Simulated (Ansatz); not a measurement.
Ge (diamond)

```
Ge
1.0
    0.00000     2.83720     2.83720
    2.83720     0.00000     2.83720
    2.83720     2.83720     0.00000
Ge
2
Direct
  0.50000   0.50000   0.50000
  0.75000   0.75000   0.75000
```

The slice is a {111} plane (indices of the conventional cell) through the point (0.750, 0.750, 0.750) (fractional), spanned by u = [100] and v = [-1 2 0] in vectors of this cell: u (4.01 Å) and v (6.95 Å, at 90° to u). It covers one period; positions are fractions (u, v).

These are r2SCAN (plane waves to 500 eV, PAW, scalar-relativistic; Ansatz, a quantum-chemistry and plane-wave program) values and carry that method's errors. k mesh 10×10×10. These are valence fields of a PAW run, semicore shells included where kept as valence: close to a nucleus they are smooth pseudo fields. Ge was relaxed with its symmetry unable to fall.

Task: Predict the map of the density of the lowest conduction band (whole band as if filled, smooth part) on the slice.

Result: 
```
|224466774422111122222211112244776644|
|667777552200002233443322000022557777|
|999977441100113366776633110011447799|
|998855220000225588998855220000225588|
|665533111111447799999977441111113355|
|332222111122447799999977442211112222|
|111111001122446677887766442211001111|
|000000000011224444554444221100000000|
|000000000011111111111111111100000000|
|000000000000110000000000110000000000|
|000000001111222211111122221111000000|
|000000112233445544444455443322110000|
|000000113355778877777788775533110000|
|000000224477999977667799997744220000|
|000000224477997744224477997744220000|
|111111113366886622002266886633111111|
|222211112244776644224466774422111122|
|443322000022557777667777552200002233|
|776633110011447799999977441100113366|
|998855220000225588998855220000225588|
|999977441111113355665533111111447799|
|999977442211112222332222111122447799|
|887766442211001111111111001122446677|
|554444221100000000000000000011224444|
|111111111100000000000000000011111111|
|000000110000000000000000000000110000|
|111122221111000000000000001111222211|
|444455443322110000000000112233445544|
|777788775533110000000000113355778877|
|667799997744220000000000224477999977|
|224477997744220000000000224477997744|
|002266886633111111111111113366886622|
```
Scale: ten equal steps from 0.025 (start of '0') to 0.105 (end of '9'), in the order '0123456789'. Values: density of the lowest conduction band (whole band as if filled, smooth part) in e/Å³. The map has 18 points along u (two characters each, u = 0 at the left) and 32 along v (v = 0 in the bottom row).
